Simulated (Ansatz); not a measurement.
Data sheet: HfGeS$_{4}$ (DFT)

HfGeS₄:
```cif
data_Ge2Hf2S8
_chemical_formula_sum 'Hf2 Ge2 S8'
_space_group_name_H-M_alt 'P 1'
_space_group_IT_number 1
_cell_length_a 7.02479
_cell_length_b 7.02479
_cell_length_c 7.02479
_cell_angle_alpha 107.096
_cell_angle_beta 107.096
_cell_angle_gamma 114.334
loop_
_space_group_symop_operation_xyz
  'x, y, z'
loop_
_atom_site_label
_atom_site_type_symbol
_atom_site_fract_x
_atom_site_fract_y
_atom_site_fract_z
_atom_site_occupancy
Hf1 Hf 0.00000 0.00000 0.00000 1
Hf2 Hf 0.75000 0.25000 0.50000 1
Ge1 Ge 0.25000 0.75000 0.50000 1
Ge2 Ge 0.50000 0.50000 0.00000 1
S1 S 0.10193 0.28636 0.81557 1
S2 S 0.03636 0.72080 0.68443 1
S3 S 0.47080 0.28636 0.18443 1
S4 S 0.03636 0.35193 0.31557 1
S5 S 0.64807 0.96364 0.68443 1
S6 S 0.71364 0.89807 0.18443 1
S7 S 0.27920 0.96364 0.31557 1
S8 S 0.71364 0.52920 0.81557 1
```

Space group I4_1/amd (No. 141); conventional cell a = 8.3476 Å, b = 8.3476 Å, c = 7.6176 Å, α = 90.00°, β = 90.00°, γ = 90.00°.

Method: the program Ansatz at the PBE level (PAW). Structure relaxed to zero pressure with the same functional. Other levels are named where they apply.

Cell and energy:

| Property | Value |
|---|---|
| Volume per atom | 22.12 Å³ |
| Density | 4.75 g/cm³ |
| Formation energy from the elements (no fitted shifts) | -0.82 eV/atom |

Electronic structure:

| Property | Result |
|---|---|
| Band gap | 0.62 eV (indirect) |
| Valence-band maximum | on the Γ–Z line, 36 % of the way from Γ |
| Conduction-band minimum | at Γ |
| Smallest direct gap on the standard path | 0.86 eV |
| Electron effective mass | 0.10, 0.23, 0.23 mₑ (principal values) |
| Electron effective mass with spin–orbit coupling | 0.10, 0.23, 0.23 mₑ (principal values) |
| Hole effective mass | 0.92, 1.5, 1.5 mₑ (principal values) |
| Hole effective mass with spin–orbit coupling | 0.92, 1.6, 1.6 mₑ (principal values) |
| Gap with spin–orbit coupling | 0.62 eV |

Mechanics:

| Item | Value |
|---|---|
| Bulk modulus (Birch–Murnaghan fit) | 76.2 GPa |
| Pressure derivative B′ | 5.4 |

The start of the workflow was typed in or built on a structure type; neither database checked (COD, Materials Project) lists it. Whether it is the stable phase at ambient conditions was not checked. The cell was relaxed with PBE under the symmetry of its start; whether a distortion lowers the energy is not shown. No spin polarisation was allowed. The references are the lowest solids computed at this level, not always the standard phases. Spin–orbit coupling is left out wherever it is not named.

Potentials: the earlier of the program's two PAW sets.
